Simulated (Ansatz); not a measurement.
Pd (fcc, Cu type)

```
Pd
1.0
    0.00000     1.95417     1.95417
    1.95417     0.00000     1.95417
    1.95417     1.95417     0.00000
Pd
1
Direct
  0.00000   0.00000   0.00000
```

The slice is a {111} plane (indices of the conventional cell) through the point (0.000, 0.000, 0.000) (fractional), spanned by u = [100] and v = [-1 2 0] in vectors of this cell: u (2.76 Å) and v (4.79 Å, at 90° to u). It covers one period; positions are fractions (u, v).

Method: r2SCAN (plane waves to 500 eV, PAW, scalar-relativistic; Ansatz, a quantum-chemistry and plane-wave program). k mesh 20×20×20. Inside the PAW spheres the values are not all-electron values, and peaks at nuclei hang on which shells count as valence. Pd is run without spin polarisation. Pd was relaxed with its symmetry unable to fall.

What is the ELF at the midpoint of the shortest Pd–Pd line in this plane (2.76 Å)?

0.19.

What is the valence density on the shortest Pd–Pd line in this plane (2.76 Å), at its midpoint?

0.29 e/Å³.

Predict the map of the electron localisation function (ELF) on the slice.


```
|xxx99510001599xx|
|xxx98400000489xx|
|9998520000025899|
|9986300000003689|
|6542000000000245|
|1110000000000011|
|0000000000000000|
|0000001111100000|
|0000024565420000|
|0000368999863000|
|0002589999985200|
|000489xxxxx98400|
|001599xxxxx99510|
|001599xxxxx99510|
|001599xxxxx99510|
|000489xxxxx98400|
|0002589999985200|
|0000368999863000|
|0000024565420000|
|0000001111100000|
|0000000000000000|
|1110000000000011|
|6542000000000245|
|9986300000003689|
|9998520000025899|
|xxx98400000489xx|
|xxx99510001599xx|
|xxx99510001599xx|
```
Scale: ten equal steps from 0.19 (start of '0') to 0.54 (end of '9'), in the order '0123456789'. Values: electron localisation function (ELF). The map has 16 points along u (one character each, u = 0 at the left) and 28 along v (v = 0 in the bottom row). Points within 0.5 Å of a nucleus are blanked (x), as the pseudised field means little there.
